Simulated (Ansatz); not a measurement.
One crystal and one scan (energy over volume and axial ratio) at two levels, PBE (plane waves to 420 eV, PAW, scalar-relativistic; Ansatz, a program for electronic structure) and r2SCAN (plane waves to 500 eV, PAW, scalar-relativistic; Ansatz), each from its own relaxed cell and on its own mesh. The cell shown is that of PBE.

NaI (rock salt)

```
CELL_PARAMETERS angstrom
      0.00000     3.26452     3.26452
      3.26452     0.00000     3.26452
      3.26452     3.26452     0.00000
ATOMIC_POSITIONS crystal
  I  0.00000 0.00000 0.00000
  Na 0.50000 0.50000 0.50000
```

Grid over V/V₀ and (c/a)/(c/a)₀, subscript 0 meaning the relaxed cell; the conventional c axis lies along z; no internal relaxation.

The energy includes the smearing's −TS. NaI was relaxed with its symmetry unable to fall. Spin-orbit coupling is left out, though I is heavy. Percentages come from the unrounded values. Both scans cover V/V₀ from 0.960 to 1.040 and (c/a)/(c/a)₀ from 0.960 to 1.040.

Results of PBE:

| Quantity | Value |
|---|---|
| Lattice constant a (Å) | 6.529 |
| Shear modulus C′ = (C11 − C12)/2 (fit, atoms clamped) (GPa) | 10.8 |

Question: Estimate the r2SCAN values.

Answer: 
```csv
quantity,r2SCAN,PBE − r2SCAN
Lattice constant a (Å),6.460,+0.069 (+1.1 %)
"Shear modulus C′ = (C11 − C12)/2 (fit, atoms clamped) (GPa)",13.8,-3.0 (-22 %)
```

PBE gives the higher value for: lattice constant a. PBE gives the lower value for: shear modulus C′.

(Under strain, the slope of the energy per volume gives the stress and its curvature an elastic modulus.)
